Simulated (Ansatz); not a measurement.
ScPd₃C:
```yaml
crystal:
  lattice:
    - [4.18184, 0.00000, 0.00000]
    - [0.00000, 4.18184, 0.00000]
    - [0.00000, 0.00000, 4.18184]
  atoms:
    - { symbol: Sc, position: [0.00000, 0.00000, 0.00000] }
    - { symbol: Pd, position: [0.00000, 0.50000, 0.50000] }
    - { symbol: Pd, position: [0.50000, 0.00000, 0.50000] }
    - { symbol: Pd, position: [0.50000, 0.50000, 0.00000] }
    - { symbol: C, position: [0.50000, 0.50000, 0.50000] }
```

Relaxed with r²SCAN. Special points in fractions of this cell's reciprocal vectors: Γ (0.000, 0.000, 0.000); X (0.000, 0.500, 0.000); M (0.500, 0.500, 0.000); R (0.500, 0.500, 0.500).

Question: List the band energies nearest the Fermi level at these points for r²SCAN in the plane-wave PAW code Ansatz.

Answer: In eV from the Fermi level; about four levels below and three above (degenerate sets whole), none deeper than 8.9 eV; points with the same levels are listed once.

```json
[
 {"k": "Γ", "below": "-1.65 -1.58 -1.58 -1.58", "above": "1.33 1.33 2.29 2.29 2.29"},
 {"k": "X", "below": "-2.43 -1.58 -0.24 -0.24", "above": "0.98 0.99 0.99"},
 {"k": "M", "below": "-2.63 -1.65 -0.42 -0.42", "above": "0.93 0.93 1.07"},
 {"k": "R", "below": "-1.74 -1.74 -1.74 -0.18 -0.18 -0.18", "above": "0.26 0.26 0.26"}
]
```

Space group Pm-3m (anti-perovskite). The start of the workflow was typed in or built on a structure type; neither database checked (COD, Materials Project) lists it. Its standing as an ambient phase is unchecked. The cell was relaxed with r²SCAN under the symmetry of its start; whether a distortion lowers the energy is not shown. The run is not spin-polarised. Spin–orbit coupling is left out wherever it is not named.

Potentials: the earlier of the program's two PAW sets.
